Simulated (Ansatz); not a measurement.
Structures of MgRe₃: which is lowest?

Plane-wave DFT in Ansatz with scalar-relativistic PAW potentials, cutoff 420 eV, Γ-centred meshes chosen by cell and gap, Gaussian smearing with energies taken to zero width. Every cell was relaxed (cell and atoms) in a run of its own, within the symmetry of its start. Functional: PBE.

Relaxed structures (starts from databases or built by putting these elements on another compound's sites):
A. Pm-3m, 4 atoms in the computed cell, a = 3.940 Å; sites (symmetry × multiplicity) Mg m-3m × 1, Re 4/mm.m × 3; start: built
B. Fm-3m, 4 atoms in the computed cell, a = 6.226 Å; sites (symmetry × multiplicity) Mg m-3m × 4, Re -43m × 8 + m-3m × 4; start: database

Task: Rank them by energy. Could pressure change the order?

Result:
| structure | group | E − E(lowest) (meV/atom) | V (Å³/atom) | gap on mesh (eV) |
| --- | --- | --- | --- | --- |
| B | Fm-3m | 0.0 | 15.08 | 0.00 |
| A | Pm-3m | 255 | 15.29 | 0.00 |

B is lowest, 255 meV/atom under A. The lowest is also the densest of these, so pressure wouldn't bring one of the others in at first order. Other structures may lie lower than all of these, and vibrations aren't counted.

Spin-orbit coupling is left out, which matters for the bands of heavy elements.